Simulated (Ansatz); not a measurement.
Data:

TePt:
```cif
data_Pt6Te6
_chemical_formula_sum 'Te6 Pt6'
_space_group_name_H-M_alt 'R-3m :H'
_space_group_IT_number 166
_space_group_name_Hall '-R 3 2"'
_cell_length_a 3.93533
_cell_length_b 3.93533
_cell_length_c 19.68792
_cell_angle_alpha 90.000
_cell_angle_beta 90.000
_cell_angle_gamma 120.000
loop_
_atom_site_label
_atom_site_type_symbol
_atom_site_symmetry_multiplicity
_atom_site_Wyckoff_symbol
_atom_site_fract_x
_atom_site_fract_y
_atom_site_fract_z
_atom_site_occupancy
Te1 Te 6 c 0.00000 0.00000 0.09893 1
Pt1 Pt 6 c 0.00000 0.00000 0.36987 1
```
(The calculation used a cell of 4 atoms; values per cell refer to that cell.)

This is the LDA-relaxed structure.

Task: All from LDA (plane waves, PAW; program Ansatz), unless another level is named. Estimate the electronic character.

Result: metallic (no gap).

Task: Give the formation energy from the elements (no fitted shifts).

Result: -0.35 eV/atom.

Task: What about the density of states at the Fermi level?

Result: 0.47 states/eV per atom (mean over ±0.08 eV).

The first step of the workflow began from a Materials Project structure, measured or hypothetical; the Crystallography Open Database files this formula in space group No. 166, but the cells were not matched. Its standing as an ambient phase is unchecked. The LDA relaxation kept the symmetry of its start; whether a distortion lowers the energy is not shown. No spin polarisation was allowed. A crystal of weakly bound layers computed without a dispersion correction: the cell and the soft elastic constants depend strongly on that. The references are the lowest solids computed at this level, not always the standard phases. Scalar-relativistic: spin–orbit coupling is off unless named, which matters more the heavier the elements.

Potentials: the later of the program's two PAW sets.
